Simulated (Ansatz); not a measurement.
TaTe (rocksalt structure, lowered slightly to I4/mmm when read at 0.01 Å)

Level of theory: DFT, r²SCAN, scalar-relativistic, collinear spin; plane waves to 500 eV with PAW datasets (Ansatz 0.2.0), Γ-centred 10×10×5 mesh, 0.05 eV Gaussian smearing. The datasets are Ansatz's generated set soft_2.

```yaml
crystal:
  lattice:
    - [0.00000, 2.87210, 2.87210]
    - [5.76537, 2.87210, 2.87210]
    - [5.76537, 5.74419, 0.00000]
  atoms:
    - { symbol: Ta, position: [0.50000, 0.50000, 0.00000] }
    - { symbol: Te, position: [0.00000, 0.00000, 0.00000] }
    - { symbol: Ta, position: [0.50000, 0.50000, 0.50000] }
    - { symbol: Te, position: [0.00000, 0.00000, 0.50000] }
```

This is a trial structure made by placing the elements on a prototype's sites, so it needn't be the stable form.

Magnetic state: antiferromagnetic, site spin moments Ta 1.31, -1.31 μB.

Which orbitals carry the states at the Fermi level, and how many states are there?

Within 0.1 eV of it: Ta 5d 77 %, Ta 6s 14 % (shares among the projected shells; no valence p shell of Ta is among them). The density of states at the Fermi level is about 4.2 states/eV per cell, averaged over 0.3 eV.

Density of states (tetrahedra, averaged over 0.5 eV; states/eV per cell of 4 atoms; energy in eV from the Fermi level; projections on Löwdin-orthogonalised atomic orbitals, summed over sites):

```tsv
E	total	Te 5p	Ta 5d up	Ta 5d down	Ta 6s	Te 5s
-6.60	2.7	1.7	0.2	0.2	0.4	0.1
-6.10	2.2	1.6	0.2	0.2	0.2	0.1
-5.60	1.6	1.2	0.2	0.2	0.1	0.0
-5.10	3.8	2.6	0.5	0.5	0.1	0.0
-4.60	6.4	4.1	1.1	1.1	0.1	0.0
-4.10	3.2	2.2	0.5	0.5	0.0	0.0
-3.60	1.3	0.9	0.2	0.2	0.0	0.0
-3.10	0.5	0.3	0.1	0.1	0.0	0.0
-2.60	0.4	0.1	0.1	0.1	0.0	0.0
-2.10	0.8	0.1	0.3	0.3	0.0	0.0
-1.60	1.5	0.2	0.6	0.6	0.0	0.0
-1.10	2.7	0.2	1.1	1.1	0.1	0.0
-0.60	4.0	0.3	1.7	1.7	0.2	0.0
-0.10	4.2	0.3	1.6	1.6	0.5	0.1
0.40	3.5	0.2	1.3	1.3	0.4	0.1
0.90	4.0	0.3	1.5	1.5	0.5	0.1
1.40	5.8	0.3	2.3	2.3	0.5	0.1
1.90	4.4	0.6	1.7	1.7	0.1	0.1
2.40	3.3	0.6	1.1	1.1	0.1	0.1
2.90	2.9	0.5	0.7	0.7	0.1	0.2
3.40	2.9	0.5	0.6	0.6	0.2	0.2
3.90	2.1	0.3	0.3	0.3	0.2	0.1
```

The equation of state at this level isn't smooth, a sign that the magnetic state shifts with volume and isn't converged in the mesh. Scalar-relativistic only: spin–orbit splittings of the heavy atoms' levels are missing. The run wasn't fully tested for a lower electronic state. Site moments are of spin, integrated over atomic spheres.
